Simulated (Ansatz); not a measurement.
**What a change of settings does to a run on Zn₂C**

The cell was built from the fluorite type and relaxed in the same program; it needn't be a known or the stable phase. The listed cell was then made from it by scaling, straining or moving an atom.

First run: DFT, PBE, all-electron PAW with datasets made for the crystal, scalar-relativistic (Ansatz 0.2.0).

Command: `ansatz run input.yaml --threads 1 --pin off --max-ram 4096MiB --backend cpu --events-out ev --progress --plain --runs-dir out` The run took 110 s on 1 thread of Intel(R) Xeon(R) Processor @ 2.50GHz (Skylake/Cascade Lake), with other jobs on the host, peak memory 0.91 GiB.

```yaml
crystal:
  lattice:
    - [-0.0195331916, 2.6044255414, 2.6044255414]
    - [2.6044255414, -0.0195331916, 2.6044255414]
    - [2.5848923498, 2.5848923498, 0.0]
  atoms:
    - { symbol: C, position: [0.0, 0.0, 0.0] }
    - { symbol: Zn, position: [0.25, 0.25, 0.25] }
    - { symbol: Zn, position: [0.75, 0.75, 0.75] }
kpoints:
  mp_grid: { grid: [11, 11, 11] }
scf:
  occupations: { method: fermi_dirac, width: 0.08 }
hamiltonian:
  xc: pbe
  pseudopotentials: { kind: all_electron, datasets: crystal }
output:
  forces: true
  stress: true
  eigenvalues: true
  efg: { contact_densities: true }
```

Result: converged; pressure 0.03 GPa; largest force 0.005 eV/Å; a gap of under 0.03 eV on the k mesh; 9 SCF iterations.

The input is then changed:

```diff
@@ -9,7 +9,8 @@
     - { symbol: Zn, position: [0.75, 0.75, 0.75] }
 kpoints:
-  mp_grid: { grid: [11, 11, 11] }
+  mp_grid: { grid: [11, 11, 11], shift: [0.5, 0.5, 0.5] }
 scf:
   occupations: { method: fermi_dirac, width: 0.08 }
+  n_extra_bands: 2
 hamiltonian:
   xc: pbe
```

Question: What does the second run give?

Answer: It converged; energy at zero smearing -0.3 meV/atom from the first run; pressure 0.04 GPa; largest force 0.004 eV/Å; gap on the k mesh 0.35 eV (the mesh can miss the band edges); 9 SCF iterations.
